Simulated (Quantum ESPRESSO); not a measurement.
# CaZn2MgO4: input and log of a self-consistent run

A calculation, not a measurement. The program is pw.x of Quantum ESPRESSO 7.5 (plane-wave density functional theory). The cell is made up: 8 atoms on a rocksalt lattice, with randomly drawn elements, strain and displacements, not relaxed. PseudoDojo standard norm-conserving files (v0.5 for PBE, v0.4.1 for LDA and PBEsol) set the functional; there is no spin polarisation, spin-orbit coupling or dispersion term, and the masses in the input are unused placeholders.

Input:

```
&control calculation='scf', pseudo_dir='./dojo.nc.sr.pbe.v0_5.standard.upf', outdir='./o', disk_io='medium', tprnfor=.true., tstress=.true. /
&system ibrav=0, nat=8, ntyp=4, nbnd=48, ecutwfc=84.00895049, nosym=.true., tot_charge=0,
 occupations='smearing', smearing='fd', degauss=0.0018374661
/
&electrons conv_thr=7.350e-09, electron_maxstep=60, /
ATOMIC_SPECIES
Ca 1.0 Ca.upf
Mg 1.0 Mg.upf
O 1.0 O.upf
Zn 1.0 Zn.upf
CELL_PARAMETERS angstrom
4.4694 -0.0194 -0.0104
-0.0194 4.39 0.0654
-0.0104 0.0654 4.363
ATOMIC_POSITIONS angstrom
Ca 0.0716 0.0248 0.1111
Zn -0.0315 2.1882 2.1719
Mg 2.3842 -0.1324 2.0955
Zn 2.1817 2.0425 0.0034
O 2.1776 -0.0047 0.0077
O 2.1508 2.2152 2.332
O 4.5496 0.0653 2.1866
O 4.5806 2.1271 0.0638
K_POINTS automatic
4 4 4 1 1 1
```

The log is shortened where brackets say so; the opening notice, blank lines, dates and the lines on written files are dropped, and the path of the files is cut. It prints rydbergs, bohrs and kilobars, and counts compression as positive stress.

```
     Program PWSCF v.7.5
     Parallel version (MPI & OpenMP), running on       1 processor cores
     Number of MPI processes:                 1
     Threads/MPI process:                     1
     [start-up lines left out]
     bravais-lattice index     =            0
     lattice parameter (alat)  =       8.4460  a.u.
     unit-cell volume          =     577.5478 (a.u.)^3
     number of atoms/cell      =            8
     number of atomic types    =            4
     number of electrons       =        84.00
     number of Kohn-Sham states=           48
     kinetic-energy cutoff     =      84.0090  Ry
     charge density cutoff     =     336.0358  Ry
     scf convergence threshold =      7.3E-09
     mixing beta               =       0.7000
     number of iterations used =            8  plain     mixing
     Exchange-correlation= PBE
                           (   1   4   3   4   0   0   0)
     [axes and pseudopotential details left out]
   Cartesian axes
     site n.     atom                  positions (alat units)
         1        Ca     tau(   1) = (   0.0160199   0.0055488   0.0248576  )
         2        Zn     tau(   2) = (  -0.0070478   0.4895900   0.4859430  )
         3        Mg     tau(   3) = (   0.5334432  -0.0296233   0.4688492  )
         4        Zn     tau(   4) = (   0.4881357   0.4569909   0.0007607  )
         5        O      tau(   5) = (   0.4872183  -0.0010516   0.0017228  )
         6        O      tau(   6) = (   0.4812221   0.4956310   0.5217639  )
         7        O      tau(   7) = (   1.0179319   0.0146103   0.4892320  )
         8        O      tau(   8) = (   1.0248679   0.4759194   0.0142747  )
     number of k points=    32  Fermi-Dirac smearing, width (Ry)=  0.0018
                       cart. coord. in units 2pi/alat
        k(    1) = (   0.1258424   0.1259345   0.1264622), wk =   0.0625000
        k(    2) = (   0.1264219   0.1221210   0.3826205), wk =   0.0625000
     [further k points left out]
     Dense  grid:    60109 G-vectors     FFT dimensions: (  50,  50,  50)
     Estimated max dynamical RAM per process >      86.04 MB
     Initial potential from superposition of free atoms
     starting charge      83.9940, renormalised to      84.0000
     Starting wfcs are   46 randomized atomic wfcs +    2 random wfcs
     total cpu time spent up to now is        4.3 secs
     per-process dynamical memory:    48.9 Mb
     Self-consistent Calculation
     iteration #  1     ecut=    84.01 Ry     beta= 0.70
     Davidson diagonalization with overlap
     ethr =  1.00E-02,  avg # of iterations =  6.2
     total cpu time spent up to now is       17.2 secs
     total energy              =   -1164.17541137 Ry
     estimated scf accuracy    <       1.99825589 Ry
     iteration #  2     ecut=    84.01 Ry     beta= 0.70
     Davidson diagonalization with overlap
     ethr =  2.38E-03,  avg # of iterations =  3.9
     total cpu time spent up to now is       26.9 secs
     total energy              =   -1164.56586393 Ry
     estimated scf accuracy    <       2.95950062 Ry
     iteration #  3     ecut=    84.01 Ry     beta= 0.70
     Davidson diagonalization with overlap
     ethr =  2.38E-03,  avg # of iterations =  3.2
     total cpu time spent up to now is       35.9 secs
     total energy              =   -1165.12866529 Ry
     estimated scf accuracy    <       0.03567344 Ry
     iteration #  4     ecut=    84.01 Ry     beta= 0.70
     Davidson diagonalization with overlap
     ethr =  4.25E-05,  avg # of iterations =  6.0
     total cpu time spent up to now is       46.6 secs
     total energy              =   -1165.14337314 Ry
     estimated scf accuracy    <       0.03671170 Ry
     iteration #  5     ecut=    84.01 Ry     beta= 0.70
     Davidson diagonalization with overlap
     ethr =  4.25E-05,  avg # of iterations =  2.1
     total cpu time spent up to now is       54.8 secs
     total energy              =   -1165.14872721 Ry
     estimated scf accuracy    <       0.00237448 Ry
     [iterations 6 to 7 left out]
     iteration #  8     ecut=    84.01 Ry     beta= 0.70
     Davidson diagonalization with overlap
     ethr =  1.00E-07,  avg # of iterations =  2.1
     total cpu time spent up to now is       78.7 secs
     total energy              =   -1165.14922288 Ry
     estimated scf accuracy    <       0.00001026 Ry
     iteration #  9     ecut=    84.01 Ry     beta= 0.70
     Davidson diagonalization with overlap
     ethr =  1.22E-08,  avg # of iterations =  2.3
     total cpu time spent up to now is       86.1 secs
     total energy              =   -1165.14922457 Ry
     estimated scf accuracy    <       0.00000033 Ry
     iteration # 10     ecut=    84.01 Ry     beta= 0.70
     Davidson diagonalization with overlap
     ethr =  3.95E-10,  avg # of iterations =  4.3
     total cpu time spent up to now is       96.2 secs
     total energy              =   -1165.14922471 Ry
     estimated scf accuracy    <       0.00000009 Ry
     iteration # 11     ecut=    84.01 Ry     beta= 0.70
     Davidson diagonalization with overlap
     ethr =  1.04E-10,  avg # of iterations =  2.1
     total cpu time spent up to now is      103.4 secs
     total energy              =   -1165.14922471 Ry
     estimated scf accuracy    <       0.00000003 Ry
     iteration # 12     ecut=    84.01 Ry     beta= 0.70
     Davidson diagonalization with overlap
     ethr =  3.41E-11,  avg # of iterations =  2.0
     total cpu time spent up to now is      110.0 secs
     End of self-consistent calculation
     [lines on levels left out]
!    total energy              =   -1165.14922472 Ry
     estimated scf accuracy    <          2.4E-09 Ry
     smearing contrib. (-TS)   =      -0.00000000 Ry
     internal energy E=F+TS    =   -1165.14922472 Ry
     The total energy is F=E-TS. E is the sum of the following terms:
     one-electron contribution =    -704.34145226 Ry
     hartree contribution      =     387.15537927 Ry
     xc contribution           =    -154.65250522 Ry
     ewald contribution        =    -693.31064651 Ry
     convergence has been achieved in  12 iterations
     Forces acting on atoms (cartesian axes, Ry/au):
     atom    1 type  1   force =    -0.04402002   -0.04668613   -0.07570518
     atom    2 type  4   force =     0.01260634   -0.00128552    0.01836446
     atom    3 type  2   force =    -0.03056647    0.02237469    0.03493938
     atom    4 type  4   force =     0.00480530    0.01585487    0.00108618
     atom    5 type  3   force =     0.07909617   -0.01412858    0.00972378
     atom    6 type  3   force =     0.03322214   -0.00160025   -0.03077464
     atom    7 type  3   force =    -0.02871524   -0.01833759    0.04064537
     atom    8 type  3   force =    -0.02642822    0.04380851    0.00172066
     Total force =     0.165273     Total SCF correction =     0.000104
     Computing stress (Cartesian axis) and pressure
          total   stress  (Ry/bohr**3)                   (kbar)     P=       89.60
   0.00044684   0.00005657  -0.00001757           65.73        8.32       -2.59
   0.00005657   0.00066434  -0.00020176            8.32       97.73      -29.68
  -0.00001757  -0.00020176   0.00071603           -2.59      -29.68      105.33
     init_run     :      2.74s CPU      4.27s WALL (       1 calls)
     electrons    :     90.33s CPU    105.69s WALL (       1 calls)
     forces       :      1.15s CPU      1.16s WALL (       1 calls)
     stress       :      4.99s CPU      5.04s WALL (       1 calls)
     [timing details left out]
     PWSCF        :   1m39.31s CPU   1m57.43s WALL
     JOB DONE.
```

In other units: free energy -15852.663 eV for the cell, pressure 8.96 GPa, largest force component 2.034 eV/Å. A rerun of this cell at 1437 eV and a 6 x 6 x 6 mesh moved values by no more than 0.002 eV in energy, 0.04 GPa in stress and 0.010 eV/Å in force.